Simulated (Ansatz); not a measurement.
**Data sheet: Y3GeS2 (DFT)**

Y3GeS2:
```yaml
crystal:
  lattice:
    - [4.02684, 0.00000, 0.00000]
    - [-2.01342, 3.48735, 0.00000]
    - [0.00000, 0.00000, 9.75367]
  atoms:
    - { symbol: Y, position: [0.33333, 0.66667, 0.16417] }
    - { symbol: Y, position: [0.66667, 0.33333, 0.83583] }
    - { symbol: Y, position: [0.00000, 0.00000, 0.50000] }
    - { symbol: Ge, position: [0.00000, 0.00000, 0.00000] }
    - { symbol: S, position: [0.33333, 0.66667, 0.65875] }
    - { symbol: S, position: [0.66667, 0.33333, 0.34125] }
```

Space group P-3m1 (No. 164); conventional cell a = b = 4.027 Å, c = 9.754 Å, α = β = 90.00°, γ = 120.00°.

Method: DFT-r²SCAN in the program Ansatz with PAW potentials. The cell and atoms are relaxed at this level. Other levels are named where they apply.

**Cell and energy**

| Quantity | Result |
|---|---|
| Volume per atom | 22.83 Å³ |
| Density | 4.89 g/cm³ |
| Formation energy from the elements (no fitted shifts) | -1.90 eV/atom |

**Electronic structure**

| Property | Result |
|---|---|
| Electronic character | metallic (no gap) |
| Density of states at the Fermi level | 0.30 states/eV per atom (mean over ±0.08 eV) |

The first step of the workflow began from a Materials Project structure, measured or hypothetical; the Crystallography Open Database copy checked does not list it. Whether it is the stable phase at ambient conditions was not checked. The r²SCAN relaxation kept the symmetry of its start; its stability against distortions is not shown here. No spin polarisation was allowed. With an odd number of electrons in the cell and no spin polarisation, the count alone makes it a metal. The references are the lowest solids computed at this level, not always the standard phases. Spin–orbit coupling is left out wherever it is not named.

Potentials: the later of the program's two PAW sets.
